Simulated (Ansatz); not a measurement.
AlPt:
```yaml
crystal:
  lattice:
    - [0.00000, 2.56794, 2.56794]
    - [2.56794, 0.00000, 2.56794]
    - [2.56794, 2.56794, 0.00000]
  atoms:
    - { symbol: Pt, position: [0.00000, 0.00000, 0.00000] }
    - { symbol: Al, position: [0.50000, 0.50000, 0.50000] }
```

Relaxed with PBE. Special points in fractions of this cell's reciprocal vectors: Γ (0.000, 0.000, 0.000); X (0.500, 0.000, 0.500); U (0.625, 0.250, 0.625); K (0.375, 0.375, 0.750); L (0.500, 0.500, 0.500); W (0.500, 0.250, 0.750).

Question: List the band energies nearest the Fermi level at these points for PBE in the plane-wave PAW code Ansatz.

Answer: In eV from the Fermi level; about four levels below and three above (degenerate sets whole), none deeper than 8.9 eV; … stands for higher levels left out; points with the same levels are listed once.

| k | below | above |
|---|---|---|
| Γ | -3.35 -3.35 -3.35 -3.25 -3.25 | 5.57 5.57 5.57 |
| X | -2.69 -1.79 -1.79 -0.74 | 1.59 1.59 … |
| U | -3.31 -1.99 -1.71 -0.26 | 0.55 3.24 … |
| L | -4.06 -4.06 -2.12 -2.12 -1.11 | 6.72 6.72 … |
| W | -3.98 -3.98 -3.85 -1.79 -1.34 | 0.27 0.27 1.65 |

Space group Fm-3m (rock salt). The start of the workflow was typed in or built on a structure type; neither database checked (COD, Materials Project) lists it. Its standing as an ambient phase is unchecked. Symmetry was held in the PBE relaxation; whether a distortion lowers the energy is not shown. No spin polarisation was allowed. Spin–orbit coupling is left out wherever it is not named.

Potentials: the later of the program's two PAW sets.
